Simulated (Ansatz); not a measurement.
**Nuclear-site quantities of MgMo as the cell is scaled**

```
CELL_PARAMETERS angstrom
1.40785 -0.81282 4.87623
0.00000 1.62565 4.87623
-1.40785 -0.81282 4.87623
ATOMIC_POSITIONS crystal
Mg 0.00000 0.00000 0.00000
Mo 0.50000 0.50000 0.50000
```

Atoms are numbered in the order listed.

The cell was built from the L11 type and relaxed in the same program, and has space group R-3m; it needn't be a known or the stable phase.

All numbers below come from DFT, PBEsol, all-electron PAW with datasets made for the crystal, scalar-relativistic in Ansatz 0.2.0.

Settings: a Γ-centred 13×13×13 k mesh, Fermi–Dirac smearing of 0.03 eV, cutoff 280 eV (chosen by the program for this cell), no spin polarisation.

The contact density is the mean electron density over the nuclear volume; its changes follow the s electrons' response to bonding and compression. Changes below are taken from the unscaled cell, where it is 7770.46 e/Å³ at Mg1, 594372 e/Å³ at Mo2.

```json
{"V/V(cell)": "0.9405", "P (GPa)": "9.0", "Δρ(0) Mg1 (e/Å³)": "0.28", "Δρ(0) Mo2 (e/Å³)": "?"}
{"V/V(cell)": "1.0000", "P (GPa)": "0.0", "Δρ(0) Mg1 (e/Å³)": "0.00", "Δρ(0) Mo2 (e/Å³)": "0.00"}
{"V/V(cell)": "1.0600", "P (GPa)": "-6.7", "Δρ(0) Mg1 (e/Å³)": "?", "Δρ(0) Mo2 (e/Å³)": "?"}
```

**Question.** Give the missing entry: row "1.0600", column "Δρ(0) Mo2 (e/Å³)".

**Answer.** -2.97.

**Question.** What belongs in the row "0.9405", column "Δρ(0) Mo2 (e/Å³)"?

**Answer.** 3.14.

**Question.** What belongs in the row "1.0600", column "Δρ(0) Mg1 (e/Å³)"?

**Answer.** -0.23.

The datasets are made afresh for each cell, so very small changes are uncertain.
